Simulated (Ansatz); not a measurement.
Convergence test, InSe₂

Method: Ansatz, DFT PBE, scalar-relativistic, plane waves, PAW.

```yaml
crystal:
  lattice:
    - [3.92708, -0.05184, 0.04150]
    - [-0.05184, 3.86016, 0.01386]
    - [0.10256, 0.03425, 9.69354]
  atoms:
    - { symbol: In, position: [0.02074, 0.50400, 0.70641] }
    - { symbol: In, position: [0.50419, 0.02990, 0.28292] }
    - { symbol: Se, position: [0.99386, 0.52093, 0.37688] }
    - { symbol: Se, position: [0.48230, 0.05481, 0.62935] }
    - { symbol: Se, position: [0.97849, 0.96352, 0.00431] }
    - { symbol: Se, position: [0.49894, 0.46468, 0.98522] }
```

- Γ-centred k-mesh: 8×8×4
- occupation rule: Gaussian smearing, 0.1 eV
- spin treatment: unpolarised
- valence charge of the PAW sets: In 13, Se 16

The atoms stay fixed while the plane-wave cutoff is varied. ΔE is the energy extrapolated to zero smearing, less that of the reference run (600 eV). The cell was strained and its atoms displaced at random, so that forces don't vanish. Pressure is positive in compression and holds a correction for the finite cutoff (Pulay stress).

Times are rough; the reference took 2.5 min on 1 thread of Arm Neoverse V1, with other jobs on the host, peak memory 1.3 GiB.

(1) One run gave ΔE = 2.17 meV/atom and P = -0.05 GPa. Which plane-wave cutoff did it use, of 200, 250, 300, 350, 420?

Results:

(1) 350 eV. All runs:

```csv
cutoff (eV),ΔE (meV/atom),P (GPa),largest change of a force component (eV/Å),plane waves at Γ,wall time (s)
200,4649,-0.59,0.157,941,37
250,573,0.07,0.053,1293,49
300,41.0,-0.03,0.007,1759,65
350,2.17,-0.05,0.001,2155,79
420,0.85,-0.06,0.000,2891,120
600,0.00,-0.06,0.000,4893,150
```